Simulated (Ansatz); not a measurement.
# Bi2Se3, one structure, two calculations

Cell: a structure deposited in the COD whose atoms were relaxed with PBE, the cell held.

```
Bi Se
1.0
     2.07150    1.19598    9.54533
    -2.07150    1.19598    9.54533
     0.00000   -2.39196    9.54533
Bi Se
2 3
Direct
  0.40061 0.40061 0.40061
  0.59939 0.59939 0.59939
  0.00000 0.00000 0.00000
  0.21115 0.21115 0.21115
  0.78885 0.78885 0.78885
```

Atom numbers follow the list; atoms alike are taken as one site, whose name carries the number of the first.

First run. The numbers come from a DFT calculation in Ansatz (PBE, plane waves and PAW, scalar-relativistic, 420 eV cutoff, Γ-centred 9×9×9 k-points, Fermi–Dirac smearing 0.02 eV).

```
site  atom  V_zz (10²¹ V/m²)     η
  Bi     1              0.67  0.00
 Se3     3              7.30  0.00
 Se4     4             -1.25  0.00
```

Second run. The same atoms and settings, except that the functional is r2SCAN and the cutoff is 500 eV.

Question: Given the first result, estimate the second.

Answer: 

| site | atom | V_zz | η | change of V_zz |
| --- | --- | --- | --- | --- |
| Bi | 1 | 1.31 | 0.00 | +0.64 |
| Se3 | 3 | 7.32 | 0.00 | +0.02 |
| Se4 | 4 | -2.02 | 0.00 | -0.77 |

The largest change of V_zz is on Se4, from -1.25 to -2.02. In per cent, |V_zz| changes by +96 on Bi, 0 to +61 on Se (all sites that start above 0.5).

Spin–orbit coupling is left out, which shifts gradients on Bi by a few per cent in wide-gap crystals, and can shift them far more where the calculated gap is small or absent, as here.
For the first run: With a gap of 0.2 eV on this mesh, small gradients can still move by 0.1 × 10²¹ V/m² or more as the k-mesh gets denser.
For the second run: With a gap of 0.5 eV on this mesh, the gradients can still move by some per cent as the k-mesh gets denser.
